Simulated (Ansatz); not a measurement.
YOF:
```yaml
crystal:
  lattice:
    - [3.81077, 0.00000, 0.00000]
    - [0.00000, 3.81077, 0.00000]
    - [0.00000, 0.00000, 5.42168]
  atoms:
    - { symbol: Y, position: [0.50000, 0.00000, 0.71134] }
    - { symbol: Y, position: [0.00000, 0.50000, 0.28866] }
    - { symbol: O, position: [0.00000, 0.00000, 0.50000] }
    - { symbol: O, position: [0.50000, 0.50000, 0.50000] }
    - { symbol: F, position: [0.50000, 0.50000, 0.00000] }
    - { symbol: F, position: [0.00000, 0.00000, 0.00000] }
```

Relaxed with PBEsol.

Task: Give the Bader charges and basin volumes of the independent atoms, the program Ansatz at the PBEsol level (PAW).

Result: 

| atom | Bader charge (e) | Bader volume (Å³) |
|---|---|---|
| Y1 | +2.20 | 12.3 |
| O3 | -1.37 | 13.5 |
| F5 | -0.84 | 13.5 |

Space group P4/nmm. The first step of the workflow began from a Materials Project structure, measured or hypothetical; the Crystallography Open Database copy checked does not list it. COD files the formula under space group No. 166. Whether it is the stable phase at ambient conditions was not checked. Symmetry was held in the PBEsol relaxation; whether a distortion lowers the energy is not shown. The run is not spin-polarised.

Potentials: the later of the program's two PAW sets.
